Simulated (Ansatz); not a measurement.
Bi₂TeSe₂ in space group R-3m (No. 166; Bi on 6c, Te on 3a, Se on 6c), the program Ansatz at the r²SCAN+D4 level (PAW). The conduction-band minimum lies at Γ, with 1 equivalent valley. Second derivatives d²E/dk² of the lowest band at one valley (eV·Å²), along Cartesian directions:

```json
[
 {"direction": "[100]", "d²E/dk²": "72.00"},
 {"direction": "[010]", "d²E/dk²": "72.00"},
 {"direction": "[001]", "d²E/dk²": "4.534"},
 {"direction": "[110]", "d²E/dk²": "72.00"},
 {"direction": "[101]", "d²E/dk²": "38.36"},
 {"direction": "[011]", "d²E/dk²": "38.26"}
]
```

Q: Find the principal effective masses, the density-of-states mass and the conductivity mass.

A: Off-diagonal terms follow from H_xy = H[110] − (H_xx + H_yy)/2, and m*/mₑ = 7.620 eV·Å² over each eigenvalue: 0.11, 0.11, 1.7. One valley's DOS mass (m₁m₂m₃)^(1/3) = 0.27, conductivity mass 3/(Σ 1/mᵢ) = 0.15 mₑ.

Q: What effective density of states Nc follows at 300 K for parabolic valleys?

A: Nc = 2.509e19 × 1 × (0.27)^(3/2) ≈ 3.5e18 cm⁻³.

The first step of the workflow began from a Materials Project structure, measured or hypothetical; the Crystallography Open Database files this formula in space group No. 166, but the cells were not matched. Its standing as an ambient phase is unchecked. Symmetry was held in the r²SCAN+D4 relaxation; whether a distortion lowers the energy is not shown. Spin–orbit coupling is left out wherever it is not named.

Potentials: the later of the program's two PAW sets.

Edges and masses are those of Kohn–Sham bands, whose gap is no quasiparticle gap.
